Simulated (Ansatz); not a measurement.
One crystal and one scan (scan of one atom of the cell) at two levels, PBEsol (plane waves to 420 eV, PAW, scalar-relativistic; Ansatz, a first-principles code) and PBE (plane waves to 420 eV, PAW, scalar-relativistic; Ansatz), each from its own relaxed cell and on its own mesh. The cell shown is that of PBEsol.

CsSnI3 (cubic perovskite)

```xyz
5
Lattice="6.1304 0.0000 0.0000 0.0000 6.1304 0.0000 0.0000 0.0000 6.1304" Properties=species:S:1:pos:R:3 pbc="T T T"
Cs     0.0000     0.0000     0.0000
Sn     3.0652     3.0652     3.0652
I      0.0000     3.0652     3.0652
I      3.0652     3.0652     0.0000
I      3.0652     0.0000     3.0652
```

Scan: atom 5 (I, nearest neighbour Sn at 3.065 Å; its periodic images, 6.1 Å or more away, move with it) is displaced along Cartesian x, direction (1.000, 0.000, 0.000) in Cartesian axes, by s. The other atoms stay.

The energy includes the smearing's −TS. CsSnI3 was relaxed with its symmetry unable to fall. Spin-orbit coupling is left out, though I is heavy. This is a high-temperature form of CsSnI3. Percentages come from the unrounded values.

Results of PBEsol:

* **Lattice constant a (Å)**: 6.130
* **Force constant k = d²E/ds² at s = 0 (finite differences) (eV/Å²)**: 0.22
* **Shape of the curve**: a single well with its minimum at or next to zero displacement

Question: What does PBE give for the same quantities?

Answer: 
| quantity | PBE | PBEsol − PBE |
|---|---|---|
| Lattice constant a (Å) | 6.271 | -0.141 (-2.2 %) |
| Force constant k = d²E/ds² at s = 0 (finite differences) (eV/Å²) | 0.36 | -0.14 (-39 %) |

PBEsol gives the lower value for: lattice constant a; force constant k = d²E/ds² at s = 0. Both give the same shape of the curve: a single well with its minimum at or next to zero displacement.

(A displaced cell: forces are minus the slopes of the energy, force constants its curvatures, and phonons follow from these.)
